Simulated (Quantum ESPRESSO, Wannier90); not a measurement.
## Wannierisation of AlN (zinc blende)

```
begin unit_cell_cart
ang
    0.0000000000    2.1839950000    2.1839950000
    2.1839950000    0.0000000000    2.1839950000
    2.1839950000    2.1839950000    0.0000000000
end unit_cell_cart
begin atoms_frac
Al   0.0000000000  0.0000000000  0.0000000000
N    0.2500000000  0.2500000000  0.2500000000
end atoms_frac
```

Structure: Materials Project mp-1700, symmetrised, not relaxed again. Not found in the COD (Crystallography Open Database) copy used, which has the formula in other groups; not checked further. Computed values, not measurements, from PBEsol: Quantum ESPRESSO (norm-conserving PseudoDojo potentials, cutoff 68 Ry, no spin polarisation, no spin-orbit coupling) on a Γ-centred 12×12×12 mesh, then Wannier90. Density: 12×12×12 mesh, cold smearing 0.01 Ry.

A tight-binding model is made by disentanglement and projection with no localisation steps (num_iter = 0), so the 8 orbitals stay atom-like: hydrogen-like Al: s;p; N: s;p, axes along x, y, z; frozen window up to 4.69 eV relative to the valence-band maximum. It follows pw.x to 1.3 meV rms for states up to 4.2 eV relative to the valence-band maximum. Matrix elements depend on this choice of orbitals and windows. The run ended at its step limit with the spread still drifting slowly, so a lower minimum may lie further on.

### Question
What are the on-site energies relative to the valence-band maximum, and how fast do the hoppings decay?

### Answer
| atom | orbitals | energy (eV) |
|---|---|---|
| Al1 | s | 6.90 |
| Al1 | pz px py | 9.28 |
| N2 | s | -9.56 |
| N2 | pz px py | 0.20 |

| distance of the centres (Å) | largest modulus (eV) |
|---|---|
| 1–2 | 1.9 |
| 3–4 | 0.87 |
| 4–5 | 0.14 |
| 5–6 | 0.069 |
| 6–7 | 0.037 |
| 7–8 | 0.015 |
| 8–9 | 0.0065 |
| 9–10 | 0.0024 |
| 10–11 | 0.0020 |
| 11–12 | 0.0012 |
| 12–13 | 0.00092 |
